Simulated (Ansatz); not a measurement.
## Notes on Ba2MgAl2

```
Al Ba Mg
1.0
     4.33527    0.00000    0.00000
    -2.16763    3.75445    0.00000
     0.00000    0.00000    7.46764
Al Ba Mg
2 2 1
Direct
  0.33333 0.66667 0.37730
  0.66667 0.33333 0.62270
  0.33333 0.66667 0.73460
  0.66667 0.33333 0.26540
  0.00000 0.00000 0.00000
```

Single point in Ansatz 0.2.0 with PBE, no spin polarisation. Cutoff 420 eV, PAW datasets, 9×9×5 Γ-centred k mesh, fermi-dirac filling (width 0.1 eV).

**Stress.** The pressure is 27.4 GPa (compression positive), so with the atoms held at these fractions the cell would first expand; the forces are large, so a full relaxation may end otherwise. The principal stresses 25.2, 28.5, 28.5 GPa differ, so its shape would change too.
**Forces.** The largest is on Ba3 (and as large on other atoms): 4.74 eV/Å, components (0.00, 0.00, 4.74). It makes 108° with the line to a nearest neighbour, Al2 at 2.64 Å.
**Formation energy.** 1.59 eV an atom against the elements' usual phases (free molecules for gases, crystals otherwise, with no correction for O₂ or N₂), so at this geometry it isn't bound against them. Relaxing would lower it.
**Charges.** Bader charges in e: Ba -0.11, Mg +0.34, Al -0.06. In the mean Mg gives up most and Ba takes most, against the order of Pauling's electronegativities.
**Electronic structure.** It is a metal, with about 5.1 states/eV a cell as the mean within 0.25 eV of the Fermi level.

Origin: a known structure type with other elements, at an estimated volume, so it need not be a known compound. Caveats: atoms or cell far from equilibrium.
